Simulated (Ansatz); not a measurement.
What moves the field gradients of Ca3Ga3N5?

Cell of run 1: a computed structure from the Materials Project (it need not be an observed phase), atoms as given.

Space group P-1 (No. 2); a = 5.9105, b = 6.8834, c = 8.4757 Å, α = 107.48°, β = 105.46°, γ = 95.17°.

| site | Wyckoff | site symmetry | x | y | z |
| --- | --- | --- | --- | --- | --- |
| Ca1 | 2i | 1 | 0.8183 | 0.4117 | 0.6073 |
| Ca3 | 2i | 1 | 0.6592 | 0.8653 | 0.8785 |
| Ca5 | 2i | 1 | 0.6553 | 0.6374 | 0.1969 |
| Ga7 | 2i | 1 | 0.9059 | 0.3114 | 0.9689 |
| Ga9 | 2i | 1 | 0.7120 | 0.9441 | 0.5631 |
| Ga11 | 2i | 1 | 0.1350 | 0.8672 | 0.7159 |
| N13 | 2i | 1 | 0.9701 | 0.1052 | 0.7792 |
| N15 | 2i | 1 | 0.8495 | 0.6948 | 0.5092 |
| N17 | 2i | 1 | 0.7565 | 0.5296 | 0.8898 |
| N19 | 2i | 1 | 0.3960 | 0.9316 | 0.6176 |
| N21 | 2i | 1 | 0.2845 | 0.7714 | 0.9030 |

One atom of each set is listed.

Relaxed positions (PBE, cell held):

Ca1 (0.8180, 0.4117, 0.6073)
Ca3 (0.6593, 0.8653, 0.8785)
Ca5 (0.6555, 0.6374, 0.1972)
Ga7 (0.9060, 0.3115, 0.9689)
Ga9 (0.7121, 0.9440, 0.5631)
Ga11 (0.1351, 0.8671, 0.7158)
N13 (0.9703, 0.1052, 0.7791)
N15 (0.8497, 0.6947, 0.5092)
N17 (0.7563, 0.5296, 0.8897)
N19 (0.3960, 0.9314, 0.6176)
N21 (0.2848, 0.7715, 0.9031)

All runs are DFT with Ansatz 0.2.0 (plane waves and PAW, scalar-relativistic unless spin–orbit coupling is named, Γ-centred meshes, Fermi–Dirac smearing where given) in this cell.

Run 1: PBE, atoms as given; 420 eV, 5×5×4 k-points, smearing 0.02 eV.
Run 2: PBE, atoms relaxed; 420 eV, 5×5×4 k-points, smearing 0.02 eV.
Run 3: r2SCAN, at the relaxed atoms; 500 eV, 5×5×4 k-points, smearing 0.02 eV.
Run 4: LDA, at the relaxed atoms; 420 eV, 5×5×4 k-points, smearing 0.02 eV.

Problem. What does each run give, and what moves the gradients most?

Solution. 

| run | Ca1 V_zz (η) | Ca3 V_zz (η) | Ga11 V_zz (η) | N13 V_zz (η) | N15 V_zz (η) |
| --- | --- | --- | --- | --- | --- |
| 1 | 5.59 (0.28) | 3.31 (0.68) | -5.54 (0.40) | -3.26 (0.41) | -3.45 (0.67) |
| 2 | 5.60 (0.28) | 3.31 (0.68) | -5.53 (0.40) | -3.26 (0.41) | -3.45 (0.67) |
| 3 | 5.76 (0.29) | 3.39 (0.71) | -5.65 (0.38) | -3.29 (0.38) | -3.51 (0.72) |
| 4 | 5.55 (0.28) | 3.35 (0.67) | -5.50 (0.40) | -3.25 (0.40) | -3.44 (0.68) |

V_zz in 10²¹ V/m²; 5 of the 11 sets of like atoms are followed. Against run 1, the gradient tensors on these sites move by at most 0.02 in run 2 (Ca1), 0.17 in run 3 (Ca1), 0.11 in run 4 (Ca3). Taken one at a time, the functional (between the two that differ most) moves the tensors on these sites by up to 0.23 (largest principal value of the change, on Ca1), the positions of the atoms (as given or relaxed) by 0.02 (Ca1).

In runs 3, 4 the atoms aren't at the calculated equilibrium (largest force 0.34, 0.37 eV/Å). The cell isn't the equilibrium one in run 4 (calculated pressure -8 GPa), and the entry's cell may itself be off.
